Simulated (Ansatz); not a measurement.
One stationary structure of CdTe. Computed with r2SCAN (plane waves to 500 eV, PAW, scalar-relativistic; Ansatz, a quantum-chemistry and plane-wave program).

```cif
data_Cd4Te4
_chemical_formula_sum 'Cd4 Te4'
_space_group_name_H-M_alt 'P 1'
_space_group_IT_number 1
_cell_length_a 4.63371
_cell_length_b 4.63371
_cell_length_c 15.16710
_cell_angle_alpha 90.000
_cell_angle_beta 90.000
_cell_angle_gamma 120.000
loop_
_space_group_symop_operation_xyz
  'x, y, z'
loop_
_atom_site_label
_atom_site_type_symbol
_atom_site_fract_x
_atom_site_fract_y
_atom_site_fract_z
_atom_site_occupancy
Cd1 Cd 0.00000 0.00000 0.00006 1
Cd2 Cd 0.00000 0.00000 0.50006 1
Cd3 Cd 0.66667 0.33333 0.75012 1
Cd4 Cd 0.33333 0.66667 0.25012 1
Te1 Te 0.00000 0.00000 0.81289 1
Te2 Te 0.00000 0.00000 0.31289 1
Te3 Te 0.66667 0.33333 0.56256 1
Te4 Te 0.33333 0.66667 0.06256 1
```

Task: Find the space group and the Wyckoff positions (tolerance 0.01 Å).

Result: Space group P6₃mc (No. 186); a = b = 4.6337 Å, c = 15.1671 Å, α = β = 90.00°, γ = 120.00°

| atom | site | symmetry | x | y | z |
|---|---|---|---|---|---|
| Cd | 2a | 3m. | 0.0000 | 0.0000 | 0.0001 |
| Cd | 2b | 3m. | 0.3333 | 0.6667 | 0.2501 |
| Te | 2a | 3m. | 0.0000 | 0.0000 | 0.3129 |
| Te | 2b | 3m. | 0.3333 | 0.6667 | 0.0626 |

This is the AFLOW prototype AB_hP8_186_ab_ab (B5, as in SiC).

Task: Give the shortest distances between elements (the closest pairs, up to four, under 3.6 Å).

Result: Cd–Te 2.84 Å.

- Volume per atom = 35.25 Å³
- Density = 5.65 g/cm³
- Band gap = 1.19 eV, direct at Γ (no spin-orbit coupling)

No spin polarisation in the result. Spin-orbit coupling is missing; with elements this heavy it can move band edges by tenths of an eV or more.

The run could not lose the symmetry of its start.

The first start was generated by placing the elements on the sites of a structure type. Materials Project lists a structure of CdTe in the same space group, P6₃mc (No. 186); the sites were not compared with it, nor with measured phases. Known forms of CdTe include space group No. 216.
